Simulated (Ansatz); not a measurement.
Input and output for LaGeRu: DFT, PBEsol, all-electron LAPW, scalar-relativistic (Ansatz 0.2.0). This run: product.

The cell comes from a relaxation on PAW files under the same functional, begun from a database entry that needn't be the ground state.

Command: `ansatz run input.yaml --threads 2 --pin off --max-ram 5120MiB --backend cpu --events-out ev --progress --plain --runs-dir out` It took 63 s on 2 threads of Intel(R) Xeon(R) 6975P-C (Granite Rapids), on a shared host, peak memory 1.4 GiB.

```yaml
crystal:
  lattice:
    - [4.2876639543, 0.0, 0.0]
    - [0.0, 4.2876639543, 0.0]
    - [0.0, 0.0, 6.980521263]
  atoms:
    - { symbol: La, position: [0.0, 0.5, 0.3117904441] }
    - { symbol: La, position: [0.5, 0.0, 0.6882095559] }
    - { symbol: Ge, position: [0.0, 0.5, 0.8152903603] }
    - { symbol: Ge, position: [0.5, 0.0, 0.1847096397] }
    - { symbol: Ru, position: [0.0, 0.0, 0.0] }
    - { symbol: Ru, position: [0.5, 0.5, 0.0] }
kpoints:
  mp_grid: { grid: [8, 8, 5] }
scf:
  occupations: { method: fermi_dirac, width: 0.05 }
hamiltonian:
  xc: pbesol
  pseudopotentials: { kind: all_electron, lapw: { basis_error: 0.0005 } }
output:
  forces: true
  stress: true
  eigenvalues: true
```

Output:

```
LAPW: plane waves up to 9.349 Å⁻¹, error target 5.0e-4 eV per atom; small_component_spin mean_spin; Ge in spheres of 1.238 Å, 22 of its electrons in bands, Dirac shells []; Ru in spheres of 1.264 Å, 32 of its electrons in bands, Dirac shells []; La in spheres of 1.264 Å, 29 of its electrons in bands, Dirac shells [] (how accurate: hamiltonian.pseudopotentials.lapw.basis_error, Limitations)
Engine: ansatz 0.2.0
Pseudopotentials: kind: all_electron
Pseudopotential: La, LAPW, valence charge 29, lapw/all_electron/scalar/gaussian/La, Koelling and Harmon's equation, gaussian nucleus
Pseudopotential: Ge, LAPW, valence charge 22, lapw/all_electron/scalar/gaussian/Ge, Koelling and Harmon's equation, gaussian nucleus
Pseudopotential: Ru, LAPW, valence charge 32, lapw/all_electron/scalar/gaussian/Ru, Koelling and Harmon's equation, gaussian nucleus
Functional definition: PBEsol
  exchange = pbesol_x
  correlation = pbesol_c
Crystal: 6 atoms, lattice volume = 128.330 Å³
Basis set: ecut = 333.0299727386819 eV, 1789 PW (Γ), exchange–correlation at level 2
Bands: 100, of which v1, the nominal top of the filled ones, is band 83 counted from 1 (82 counted from 0)
Symmetry: 16 space group operations
Space group: P4/nmm (ITA 129), of the structure as read, at distance tolerance 5.0e-5 Å
k-points: 45 of 320
Non-local potential: La, projectors of the file, none
Non-local potential: Ge, projectors of the file, none
Non-local potential: Ru, projectors of the file, none
Initial density: superposition of atomic densities (chi_scale 0.1, normalization cell, long waves kept (reshape's long-wave potential 0.16 eV rms))
Initial wavefunctions: plane waves of lowest kinetic energy (no species holds an atomic orbital)
Functional: x = pbesol(κ = 0.804, μ = 0.12345679012345678), c = pbesol(β = 0.046)
iter 1 solved again at ethr=1.85e-3 eV; its pass at ethr=1.00e-1 eV (dr2=3.07e0 eV) is discarded
SCF iter   1: F=—  HF=-822660.518379 eV  |F-HF|=—  |Δ(HF+E_count)|=         —  Δρ=3.76e-2  dr2=3.08e0  ethr=1.85e-3  ⟨swp⟩=2.0  Hψ=27695  notcnv=0
preconditioner: auto → Kerker (q_TF=auto, 2.848 Å⁻¹)  [metal: Δε(μ)=0.024 eV  Ē_g=14.461 eV  σ=0.050 eV  W_gap=0.12  n_scr=46 (ndim 8)  ℏωp=25.8 eV  f_vac=0.006  D(μ)=6.36/eV (n_scr^D=50)]
SCF iter   2: F=—  HF=-822660.579009 eV  |F-HF|=—  |Δ(HF+E_count)|=   6.06e-2  Δρ=3.72e-2  dr2=1.22e1  ethr=1.85e-3  ⟨swp⟩=3.0  Hψ=14083  notcnv=0  recentre
SCF iter   3: F=—  HF=-822659.405504 eV  |F-HF|=—  |Δ(HF+E_count)|=    1.17e0  Δρ=2.01e-2  dr2=3.99e0  ethr=1.85e-3  ⟨swp⟩=2.0  Hψ=12743  notcnv=0
iter 4 solved again at ethr=1.52e-4 eV; its pass at ethr=1.85e-3 eV (dr2=2.53e-1 eV) is discarded
SCF iter   4: F=—  HF=-822658.880754 eV  |F-HF|=—  |Δ(HF+E_count)|=   5.25e-1  Δρ=6.35e-3  dr2=2.53e-1  ethr=1.52e-4  ⟨swp⟩=2.0  Hψ=22395  notcnv=0
SCF iter   5: F=—  HF=-822658.730137 eV  |F-HF|=—  |Δ(HF+E_count)|=   1.51e-1  Δρ=7.38e-3  dr2=1.76e-1  ethr=1.52e-4  ⟨swp⟩=2.4  Hψ=14153  notcnv=0
SCF iter   6: F=—  HF=-822658.712211 eV  |F-HF|=—  |Δ(HF+E_count)|=         —  Δρ=2.96e-3  dr2=2.12e-2  ethr=1.06e-4  ⟨swp⟩=2.0  Hψ=13419  notcnv=0
the basis was enlarged: its passes take 1.5 MiB over the memory plan, 2 of 2 planned eigensolver slots
SCF iter   7: F=—  HF=-822658.694964 eV  |F-HF|=—  |Δ(HF+E_count)|=   1.72e-2  Δρ=1.13e-3  dr2=4.58e-3  ethr=1.28e-5  ⟨swp⟩=2.0  Hψ=13404  notcnv=0
SCF iter   8: F=—  HF=-822658.694186 eV  |F-HF|=—  |Δ(HF+E_count)|=   7.78e-4  Δρ=5.02e-4  dr2=4.92e-4  ethr=2.76e-6  ⟨swp⟩=2.6  Hψ=13452  notcnv=0
SCF iter   9: F=—  HF=-822658.694132 eV  |F-HF|=—  |Δ(HF+E_count)|=   5.46e-5  Δρ=3.68e-4  dr2=9.12e-4  ethr=2.96e-7  ⟨swp⟩=2.0  Hψ=13404  notcnv=0
SCF iter  10: F=—  HF=-822658.694011 eV  |F-HF|=—  |Δ(HF+E_count)|=   1.21e-4  Δρ=6.84e-5  dr2=2.02e-5  ethr=2.96e-7  ⟨swp⟩=2.1  Hψ=13410  notcnv=0
SCF iter  11: F=—  HF=-822658.694009 eV  |F-HF|=—  |Δ(HF+E_count)|=   2.46e-6  Δρ=2.50e-5  dr2=3.05e-6  ethr=1.22e-8  ⟨swp⟩=2.0  Hψ=13404  notcnv=0
SCF iter  12: F=—  HF=-822658.694009 eV  |F-HF|=—  |Δ(HF+E_count)|=   2.70e-7  Δρ=9.66e-6  dr2=2.38e-7  ethr=1.84e-9  ⟨swp⟩=2.0  Hψ=13404  notcnv=0
SCF iter  13: F=—  HF=-822658.694009 eV  |F-HF|=—  |Δ(HF+E_count)|=   8.11e-8  Δρ=1.03e-5  dr2=4.68e-7  ethr=1.43e-10  ⟨swp⟩=2.6  Hψ=13450  notcnv=0
SCF iter  14: F=-822658.694008 eV  HF=-822658.694008 eV  |F-HF|=7.80e-9  |Δ(HF+E_count)|=   1.68e-7  Δρ=1.45e-6  dr2=6.31e-9  ethr=1.43e-10  ⟨swp⟩=2.0  Hψ=13404  notcnv=0
SCF 1 converged in 14 iterations: F = -822658.694008 eV  dr2 = 6.31e-9
SCF converged after 14 iterations
Free energy (F): -822658.694008 eV
Harris-Foulkes:  -822658.694008 eV  (|F-HF|=7.80e-9)
Internal energy: -822658.655169 eV  (E = F + TS)
E sigma→0 (E₀):  -822658.674589 eV
Entropy (-TS):   -0.038839 eV (-6.473 meV/atom)
Fermi energy:    17.068067 eV
--- Per-component energies (eV) ---
  E_band       = -16784.110451
  E_kinetic    = 866236.517635
  E_xc         = -22341.046828
  E_electrostatic = -1666554.125976  (all electrons and nuclei)
  E_smearing   = -0.038839  (= −TS)
  E_closure    = 0.000000  (closes the sum)
  E_atoms      = -822613.715647  (free atoms, spherical and without spin; not in F)
  Σ components = -822658.694008   (vs F -822658.694008, Δ=0.00e0)
  Basis errors (estimates in eV, not in F): energy 2.0e-4 per atom: plane waves 1.8e-4 (9.8e-5 summed), levels above the bands 1.3e-24, relativity 1.5e-8, radial functions 2.5e-5, core shells 2.1e-7; eigenvalues (radial functions only) 1.2e-6; not estimated: angular momenta, meshes, grids; target (lapw.basis_error) 5.0e-4; muffin-tin radii Ge 1.238 Å, Ru 1.264 Å, La 1.264 Å
--- Forces (eV/Å), atoms counted from 1 ---
  atom   1  La     0.00000000     0.00000000    -0.00008894
  atom   2  La    -0.00000000     0.00000000     0.00008894
  atom   3  Ge     0.00000000     0.00000000    -0.00039261
  atom   4  Ge    -0.00000000     0.00000000     0.00039261
  atom   5  Ru     0.00000000     0.00000000    -0.00000000
  atom   6  Ru    -0.00000000     0.00000000    -0.00000000
  max |Σ_I F_I| component: 6.94e-17 eV/Å
--- Stress (GPa, compression-positive) ---
        0.035539      -0.000000      -0.000000
       -0.000000       0.035539       0.000000
       -0.000000       0.000000       0.024330
  P = ⅓ Tr σ = 0.0318 GPa (0.318 kbar)
--- Band table (eV; the first three rows and the last of 45) ---
  k-point 0: bands = ["-425.4872", "-425.4872", "-425.4872", "-425.4872", "-425.4644", "-425.4644", "-251.8591", "-251.8591", "-251.8201", "-251.8201", "-251.8100", "-251.8100", "-251.8083", "-251.8083", "-251.8083", "-251.8083", "-241.5405", "-241.5405", "-175.2343", "-175.2343", "-175.2343", "-175.2343", "-175.2196", "-175.2196", "-145.5607", "-145.5607", "-92.8743", "-92.8743", "-92.8743", "-92.8743", "-92.8643", "-92.8643", "-79.3951", "-79.3951", "-79.3824", "-79.3824", "-79.3783", "-79.3783", "-79.3705", "-79.3705", "-79.3705", "-79.3705", "-54.9999", "-54.9738", "-25.1912", "-25.1912", "-25.0314", "-25.0314", "-24.9892", "-24.9486", "-15.2092", "-15.1370", "-6.8712", "-6.8646", "-6.8626", "-6.8569", "-6.8505", "-6.8505", "-6.8501", "-6.8501", "-6.8347", "-6.8329", "0.7466", "0.9998", "0.9998", "1.1434", "1.1644", "1.1644", "7.3334", "8.1879", "12.5449", "13.3662", "13.3662", "13.5178", "13.5594", "14.5444", "15.0727", "15.0727", "16.5979", "16.5979", "16.8472", "16.8635", "17.5526", "17.8559", "18.0520", "18.0684", "18.7972", "18.7972", "19.0065", "19.1090", "19.1090", "19.3157", "19.4951", "19.6381", "19.6381", "19.6866", "19.7118", "19.7523", "19.7523", "19.8704"]
  k-point 1: bands = ["-425.4872", "-425.4872", "-425.4872", "-425.4872", "-425.4644", "-425.4644", "-251.8591", "-251.8591", "-251.8201", "-251.8201", "-251.8100", "-251.8100", "-251.8083", "-251.8083", "-251.8083", "-251.8083", "-241.5405", "-241.5405", "-175.2343", "-175.2343", "-175.2343", "-175.2343", "-175.2196", "-175.2196", "-145.5607", "-145.5607", "-92.8743", "-92.8743", "-92.8743", "-92.8743", "-92.8643", "-92.8643", "-79.3951", "-79.3951", "-79.3824", "-79.3824", "-79.3783", "-79.3783", "-79.3705", "-79.3705", "-79.3705", "-79.3705", "-54.9999", "-54.9738", "-25.1912", "-25.1912", "-25.0314", "-25.0314", "-24.9892", "-24.9486", "-15.2063", "-15.1399", "-6.8711", "-6.8647", "-6.8625", "-6.8569", "-6.8506", "-6.8506", "-6.8500", "-6.8500", "-6.8348", "-6.8331", "0.7735", "0.9936", "0.9936", "1.1041", "1.1708", "1.1708", "7.4383", "8.2028", "12.4411", "13.2286", "13.3757", "13.3757", "13.5187", "14.6264", "15.0590", "15.0590", "16.6260", "16.6260", "16.7844", "16.8621", "17.0260", "17.9609", "18.0684", "18.6329", "18.6729", "18.6729", "19.1810", "19.1810", "19.3138", "19.4398", "19.5097", "19.5898", "19.5898", "19.6799", "19.7030", "19.7719", "19.7719", "19.8446"]
  k-point 2: bands = ["-425.4872", "-425.4872", "-425.4872", "-425.4872", "-425.4644", "-425.4644", "-251.8591", "-251.8591", "-251.8201", "-251.8201", "-251.8100", "-251.8100", "-251.8083", "-251.8083", "-251.8083", "-251.8083", "-241.5405", "-241.5405", "-175.2343", "-175.2343", "-175.2343", "-175.2343", "-175.2196", "-175.2196", "-145.5607", "-145.5607", "-92.8743", "-92.8743", "-92.8743", "-92.8743", "-92.8643", "-92.8643", "-79.3951", "-79.3951", "-79.3824", "-79.3824", "-79.3783", "-79.3783", "-79.3705", "-79.3705", "-79.3705", "-79.3705", "-54.9999", "-54.9738", "-25.1912", "-25.1912", "-25.0314", "-25.0314", "-24.9892", "-24.9486", "-15.2010", "-15.1451", "-6.8711", "-6.8647", "-6.8625", "-6.8569", "-6.8508", "-6.8508", "-6.8499", "-6.8499", "-6.8350", "-6.8336", "0.8384", "0.9846", "0.9846", "1.0195", "1.1803", "1.1803", "7.6377", "8.2054", "12.3085", "12.7300", "13.3921", "13.3921", "13.5202", "14.7957", "15.0308", "15.0308", "16.3605", "16.7019", "16.7019", "16.7441", "16.8989", "18.0684", "18.3376", "18.4148", "18.4148", "19.1611", "19.3106", "19.3387", "19.3387", "19.4885", "19.4885", "19.5495", "19.6443", "19.6854", "19.7204", "19.7758", "19.8156", "19.8156"]
  k-point 44: bands = ["-425.4872", "-425.4872", "-425.4872", "-425.4872", "-425.4644", "-425.4644", "-251.8591", "-251.8591", "-251.8201", "-251.8201", "-251.8100", "-251.8100", "-251.8083", "-251.8083", "-251.8083", "-251.8083", "-241.5405", "-241.5405", "-175.2343", "-175.2343", "-175.2343", "-175.2343", "-175.2196", "-175.2196", "-145.5607", "-145.5607", "-92.8743", "-92.8743", "-92.8743", "-92.8743", "-92.8643", "-92.8643", "-79.3951", "-79.3951", "-79.3824", "-79.3824", "-79.3783", "-79.3783", "-79.3705", "-79.3705", "-79.3705", "-79.3705", "-54.9867", "-54.9867", "-25.2143", "-25.2143", "-25.0155", "-25.0155", "-24.9668", "-24.9668", "-15.1440", "-15.1440", "-6.8646", "-6.8646", "-6.8595", "-6.8595", "-6.8574", "-6.8574", "-6.8555", "-6.8555", "-6.8340", "-6.8340", "0.7223", "0.7223", "0.9525", "0.9525", "1.0256", "1.0256", "8.3881", "8.3881", "12.4234", "12.4234", "14.6845", "14.6845", "14.8309", "14.8309", "15.0360", "15.0360", "15.7306", "15.7306", "16.2052", "16.2052", "16.6090", "16.6090", "17.8712", "17.8712", "18.6047", "18.6047", "19.3389", "19.3389", "19.4510", "19.4510", "19.4816", "19.4816", "19.5990", "19.5990", "19.6350", "19.6350", "19.6931", "19.6931"]
```

Next run (reactant 1), as changes to the input before:

```diff
   lattice:
-    - [4.2876639543, 0.0, 0.0]
-    - [0.0, 4.2876639543, 0.0]
-    - [0.0, 0.0, 6.980521263]
+    - [-2.1242496421, 2.1242496421, 7.7375242521]
+    - [2.1242496421, -2.1242496421, 7.7375242521]
+    - [2.1242496421, 2.1242496421, -7.7375242521]
   atoms:
-    - { symbol: La, position: [0.0, 0.5, 0.3117904441] }
-    - { symbol: La, position: [0.5, 0.0, 0.6882095559] }
-    - { symbol: Ge, position: [0.0, 0.5, 0.8152903603] }
-    - { symbol: Ge, position: [0.5, 0.0, 0.1847096397] }
-    - { symbol: Ru, position: [0.0, 0.0, 0.0] }
-    - { symbol: Ru, position: [0.5, 0.5, 0.0] }
+    - { symbol: La, position: [0.25, 0.75, 0.5] }
+    - { symbol: La, position: [0.5, 0.5, 0.0] }
+    - { symbol: Ge, position: [0.6681732512, 0.1681732512, 0.5] }
+    - { symbol: Ge, position: [0.0818267488, 0.0818267488, 0.0] }
+    - { symbol: Ge, position: [0.8318267488, 0.3318267488, 0.5] }
+    - { symbol: Ge, position: [0.9181732512, 0.9181732512, 0.0] }
 kpoints:
-  mp_grid: { grid: [8, 8, 5] }
+  mp_grid: { grid: [11, 11, 11] }
 scf:
```

Command: `ansatz run input.yaml --threads 2 --pin off --max-ram 5120MiB --backend cpu --events-out ev --progress --plain --runs-dir out` It took 120 s on 2 threads of Intel(R) Xeon(R) 6975P-C (Granite Rapids), on a shared host, peak memory 2.4 GiB.

Results part of the output:

```
SCF 1 converged in 10 iterations: F = -690342.590893 eV  dr2 = 4.09e-8
SCF converged after 10 iterations
Free energy (F): -690342.590893 eV
[... lines left out ...]
  k-point 1: bands = ["-244.8293", "-244.8293", "-178.5231", "-178.5231", "-178.5117", "-178.5117", "-178.5117", "-178.5117", "-148.8489", "-148.8486", "-148.8481", "-148.8478", "-96.1897", "-96.1873", "-96.1849", "-96.1826", "-96.1797", "-96.1796", "-96.1724", "-96.1724", "-96.1111", "-96.1111", "-96.1103", "-96.1103", "-82.6681", "-82.6681", "-82.6616", "-82.6616", "-82.6616", "-82.6616", "-82.6583", "-82.6583", "-82.6512", "-82.6512", "-18.3704", "-18.3506", "-10.3131", "-10.2938", "-10.2794", "-10.2191", "-10.1881", "-10.1697", "-10.1568", "-10.1474", "-10.1438", "-10.1377", "-10.1366", "-10.0854", "-10.0852", "-10.0576", "-10.0553", "-10.0466", "-10.0418", "-10.0229", "-10.0219", "-10.0103", "-2.3939", "-2.0566", "-2.0411", "-2.0398", "-2.0283", "-1.9790", "2.8194", "4.7781", "5.8346", "10.1111", "10.8871", "11.3387", "12.1173", "12.3285", "12.5312", "13.6590", "13.9149", "14.2836", "15.0215", "15.1485", "15.5628", "15.8070", "15.8365", "16.1688", "16.3220", "16.3502", "16.3811", "16.4085", "16.4472", "16.4851", "16.5107", "16.5290"]
  k-point 2: bands = ["-244.8293", "-244.8293", "-178.5231", "-178.5231", "-178.5117", "-178.5117", "-178.5117", "-178.5117", "-148.8489", "-148.8485", "-148.8482", "-148.8478", "-96.1897", "-96.1876", "-96.1849", "-96.1831", "-96.1791", "-96.1788", "-96.1727", "-96.1727", "-96.1110", "-96.1110", "-96.1104", "-96.1104", "-82.6681", "-82.6681", "-82.6616", "-82.6616", "-82.6616", "-82.6616", "-82.6583", "-82.6583", "-82.6512", "-82.6512", "-18.3617", "-18.3447", "-10.3222", "-10.2970", "-10.2607", "-10.2335", "-10.2067", "-10.1784", "-10.1561", "-10.1479", "-10.1338", "-10.1326", "-10.1282", "-10.0823", "-10.0807", "-10.0600", "-10.0567", "-10.0403", "-10.0382", "-10.0212", "-10.0208", "-10.0114", "-2.3301", "-2.1677", "-2.1139", "-2.1079", "-2.0891", "-1.9752", "3.2294", "4.8519", "5.9255", "9.2739", "10.1311", "11.1121", "11.6122", "12.5287", "12.9713", "13.5946", "14.3148", "14.4162", "14.4661", "14.8513", "15.8468", "15.9774", "16.1712", "16.1722", "16.3136", "16.3288", "16.3395", "16.3887", "16.4195", "16.4391", "16.4809", "16.5198"]
  k-point 125: bands = ["-244.8293", "-244.8293", "-178.5231", "-178.5231", "-178.5117", "-178.5117", "-178.5117", "-178.5117", "-148.8488", "-148.8488", "-148.8479", "-148.8479", "-96.1888", "-96.1888", "-96.1834", "-96.1833", "-96.1800", "-96.1797", "-96.1724", "-96.1722", "-96.1111", "-96.1111", "-96.1103", "-96.1103", "-82.6681", "-82.6681", "-82.6616", "-82.6616", "-82.6616", "-82.6616", "-82.6583", "-82.6583", "-82.6512", "-82.6512", "-18.3621", "-18.3617", "-10.2993", "-10.2926", "-10.2723", "-10.2626", "-10.1835", "-10.1751", "-10.1532", "-10.1523", "-10.1203", "-10.1180", "-10.1153", "-10.1144", "-10.0778", "-10.0750", "-10.0477", "-10.0474", "-10.0443", "-10.0425", "-10.0102", "-10.0094", "-2.2230", "-2.2114", "-2.0705", "-2.0380", "-1.9997", "-1.9663", "3.4229", "3.4488", "7.8077", "7.9423", "11.0659", "11.5156", "12.2627", "12.4864", "12.7012", "13.2768", "14.6657", "14.8325", "15.2212", "15.2693", "15.8529", "15.9125", "16.1415", "16.1562", "16.2332", "16.2586", "16.4140", "16.4412", "16.4796", "16.5601", "16.5976", "16.6466"]
```

Next run (reactant 2), as changes to the input before:

```diff
   lattice:
-    - [-2.1242496421, 2.1242496421, 7.7375242521]
-    - [2.1242496421, -2.1242496421, 7.7375242521]
-    - [2.1242496421, 2.1242496421, -7.7375242521]
+    - [0.0, 3.800749296, 3.800749296]
+    - [3.800749296, 0.0, 3.800749296]
+    - [3.800749296, 3.800749296, 0.0]
   atoms:
-    - { symbol: La, position: [0.25, 0.75, 0.5] }
-    - { symbol: La, position: [0.5, 0.5, 0.0] }
-    - { symbol: Ge, position: [0.6681732512, 0.1681732512, 0.5] }
-    - { symbol: Ge, position: [0.0818267488, 0.0818267488, 0.0] }
-    - { symbol: Ge, position: [0.8318267488, 0.3318267488, 0.5] }
-    - { symbol: Ge, position: [0.9181732512, 0.9181732512, 0.0] }
+    - { symbol: La, position: [0.0, 0.0, 0.0] }
+    - { symbol: La, position: [0.25, 0.25, 0.25] }
+    - { symbol: Ru, position: [0.625, 0.625, 0.625] }
+    - { symbol: Ru, position: [0.125, 0.625, 0.625] }
+    - { symbol: Ru, position: [0.625, 0.625, 0.125] }
+    - { symbol: Ru, position: [0.625, 0.125, 0.625] }
 kpoints:
-  mp_grid: { grid: [11, 11, 11] }
+  mp_grid: { grid: [7, 7, 7] }
 scf:
```

Results part of the output:

```
SCF 1 converged in 13 iterations: F = -954971.255477 eV  dr2 = 9.40e-9
SCF converged after 13 iterations
[... lines left out ...]
  k-point 2: bands = ["-420.8897", "-420.8897", "-420.8897", "-420.8897", "-420.8320", "-420.8320", "-420.8320", "-420.8320", "-420.8320", "-420.8320", "-420.8320", "-420.8320", "-247.2229", "-247.2229", "-247.2229", "-247.2229", "-247.2229", "-247.2229", "-247.2229", "-247.2229", "-247.2043", "-247.2043", "-247.2043", "-247.2043", "-247.1646", "-247.1646", "-247.1646", "-247.1646", "-247.1646", "-247.1646", "-247.1646", "-247.1646", "-235.7869", "-235.7869", "-169.4841", "-169.4841", "-169.4841", "-169.4841", "-169.4841", "-169.4841", "-73.6540", "-73.6540", "-73.6539", "-73.6535", "-73.6535", "-73.6535", "-73.6459", "-73.6459", "-73.6458", "-73.6458", "-50.3586", "-50.2722", "-50.2566", "-50.2566", "-20.9596", "-20.5295", "-20.5128", "-20.5128", "-20.3420", "-20.3420", "-20.2055", "-20.1429", "-20.1429", "-20.0745", "-20.0745", "-20.0656", "-9.8629", "-9.4616", "5.7138", "5.7138", "5.7608", "6.8223", "6.9248", "6.9248", "16.2789", "17.7224", "17.7486", "17.7486", "18.3481", "18.8601", "18.8601", "18.9451", "19.2143", "19.2143", "20.7037", "20.8332", "20.8332", "20.9808", "20.9808", "21.5556", "21.5842", "21.7001", "21.7001", "22.0943", "22.0943", "22.9688", "23.1477", "23.1477", "24.1433", "24.1433", "24.2482", "24.6988", "24.8649", "24.8649", "24.9176", "25.0161", "25.1107", "25.1107", "25.3906", "25.4512", "25.4512", "25.5478"]
  k-point 19: bands = ["-420.8897", "-420.8897", "-420.8897", "-420.8897", "-420.8320", "-420.8320", "-420.8320", "-420.8320", "-420.8320", "-420.8320", "-420.8320", "-420.8320", "-247.2229", "-247.2229", "-247.2229", "-247.2229", "-247.2229", "-247.2229", "-247.2229", "-247.2229", "-247.2043", "-247.2043", "-247.2043", "-247.2043", "-247.1646", "-247.1646", "-247.1646", "-247.1646", "-247.1646", "-247.1646", "-247.1646", "-247.1646", "-235.7869", "-235.7869", "-169.4841", "-169.4841", "-169.4841", "-169.4841", "-169.4841", "-169.4841", "-73.6540", "-73.6540", "-73.6538", "-73.6537", "-73.6534", "-73.6534", "-73.6459", "-73.6459", "-73.6459", "-73.6459", "-50.3237", "-50.3074", "-50.2566", "-50.2566", "-20.7542", "-20.6545", "-20.4184", "-20.4085", "-20.3455", "-20.3075", "-20.2557", "-20.2350", "-20.1523", "-20.1502", "-20.1495", "-20.0928", "-9.6983", "-9.6255", "5.4776", "5.5647", "6.2008", "6.4380", "7.1028", "7.1687", "17.4886", "18.0465", "18.3711", "18.4953", "18.6503", "18.6858", "18.8956", "18.9660", "19.3446", "19.5613", "19.6221", "19.8348", "20.1508", "20.1625", "20.5883", "20.7343", "21.1178", "21.3355", "21.4258", "21.5444", "22.2091", "22.5453", "23.5934", "23.9422", "24.2882", "24.4312", "24.5206", "24.5876", "24.8525", "24.9332", "25.0430", "25.0636", "25.2928", "25.3397", "25.3787", "25.3976", "25.4367", "25.5298"]
```

Spin–orbit coupling is left out, which matters for the heavy atoms.
